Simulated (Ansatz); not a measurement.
A geometry of MgAu away from equilibrium: step 4 of the relaxation of a relaxed MgAu cell displaced along its unstable phonon at q = Γ (94i cm⁻¹), largest move 0.15 Å. Method: PBEsol (plane waves to 420 eV, PAW, scalar-relativistic; Ansatz, a program for electronic structure). Γ-centred k-mesh 10×10×5 on the run's cell (coarser than for final values), Fermi–Dirac smearing 0.05 eV. The plane waves were selected for a different cell earlier on the path.

```
MgAu
1.0
    3.23668     0.00000     0.00000
    0.00000     3.25757     0.00000
    0.00000     0.00000     7.18494
Mg Au
2 2
Direct
  0.50000   0.19191   0.00000
  0.50000   0.44807   0.50000
  0.00000   0.94809   0.28682
  0.00000   0.94809   0.71318
```

Task: What forces act on the atoms (eV/Å)?

Result: 
```
atom    Fx     Fy     Fz
----  ----  -----  -----
Mg1   0.00   0.52   0.00
Mg2   0.00  -0.12   0.00
Au3   0.00  -0.20  -0.23
Au4   0.00  -0.20   0.23
```

The path ends in Pm-3m (No. 221) (CsCl type). No spin polarisation in the result.

The run could not lose the symmetry of its start.

Of the parent cell (Pmmm (No. 47)): it is a generated cell of MgAu: the first start was made by placing the elements on the sites of a structure type, and the end was not matched to a known phase here, so it may be hypothetical.
